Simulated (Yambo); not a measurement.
LiBr (wurtzite, space group P6_3mc, No. 186), G0W0@LDA in Yambo with this input:

```
rim_cut
gw0
dyson
el_el_corr
HF_and_locXC
ppa
em1d
RandQpts= 1000000
RandGvec= 1 Ry
EXXRLvcs= 74 Ry
VXCRLvcs= 296 Ry
Chimod= "HARTREE"
% BndsRnXp
 3 | 174 |
%
NGsBlkXp= 8 Ry
% LongDrXp
 1.0 | 1.0 | 1.0 |
%
PPAPntXp= 27.2114 eV
% GbndRnge
 1 | 174 |
%
GTermKind= "BG"
DysSolver= "n"
ExtendOut
```

On a 3×3×2 mesh, with wavefunctions cut at 74 Ry, the gap (Γ → Γ) is 7.486 eV and the valence edge shifts by -1.683 eV.

What happens with this change: 2 Ry block?

The gap falls by 0.413 eV, to 7.073 eV; the shift of the valence edge becomes -1.294 eV. Neither run is shown to be the converged limit.

Spin-orbit coupling is not included.

Geometry relaxed with LDA; primitive cell a = b = 4.0456 Å, c = 6.4821 Å, α = β = 90.00°, γ = 120.00°.

This is not the ordinary phase of the substance; no match was found in the copy of COD used, and its stability was not checked.

A shift is the quasiparticle energy of the state minus its LDA energy.
